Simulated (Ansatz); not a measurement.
NaH4IO2:
```
NaH4IO2
1.0
    5.87983     0.00000     0.00000
    1.04981     3.10514     6.30987
   -2.93254    -6.46677     0.00000
Na H I O
2 8 2 4
Cartesian
  2.00803  -3.94399   3.26600
  1.98906   0.58236   3.04387
  2.89861   1.94322   5.38441
  1.09849  -5.30485   0.92546
 -0.56935  -3.38726   4.51968
  4.56645   0.02564   1.79019
  0.45683   0.97494   5.38910
  3.54027  -4.33657   0.92077
  5.39471   0.03871   4.60421
 -1.39762  -3.40034   1.70566
  3.43424  -1.61623   4.91056
  0.56286  -1.74540   1.39931
  0.00628  -4.17296   4.47938
  3.99081   0.81133   1.83049
  0.11692   0.79632   4.49451
  3.88018  -4.15794   1.81536
```

Relaxed with r²SCAN+D4. Special points in fractions of this cell's reciprocal vectors: Γ (0.000, 0.000, 0.000); X (0.500, 0.000, 0.000); Y (0.000, 0.500, 0.000); Z (0.000, 0.000, 0.500); R2 (-0.500, -0.500, 0.500); T2 (0.000, -0.500, 0.500); U2 (-0.500, 0.000, 0.500); V2 (0.500, -0.500, 0.000).

Problem. List the band energies nearest the valence-band maximum at these points for the program Ansatz at the r²SCAN+D4 with spin–orbit coupling level (PAW).

Solution. In eV from the valence-band maximum; about four levels below and three above (degenerate sets whole), none deeper than 8.9 eV; points with the same levels are listed once.

| k | below | above |
|---|---|---|
| Γ | -0.25 -0.25 0.00 0.00 | 4.17 4.17 6.02 6.02 |
| X | -0.29 -0.29 -0.27 -0.27 | 5.72 5.72 5.92 5.92 |
| Y | -0.31 -0.31 -0.21 -0.21 | 5.29 5.29 6.09 6.09 |
| Z | -0.45 -0.45 -0.04 -0.04 | 5.52 5.52 5.87 5.87 |
| R2 | -0.37 -0.37 -0.05 -0.05 | 5.82 5.82 6.04 6.04 |
| T2 | -0.36 -0.36 -0.12 -0.12 | 5.51 5.51 6.05 6.05 |
| U2 | -0.44 -0.44 -0.14 -0.14 | 6.15 6.15 6.17 6.17 |
| V2 | -0.22 -0.22 -0.09 -0.09 | 5.92 5.92 6.01 6.01 |

Space group P-1. The workflow started from a Materials Project entry (that database holds measured and hypothetical structures alike); the Crystallography Open Database files this formula in space group No. 2, but the cells were not matched. Its standing as an ambient phase is unchecked. The r²SCAN+D4 relaxation kept the symmetry of its start; its stability against distortions is not shown here.

Potentials: the later of the program's two PAW sets.
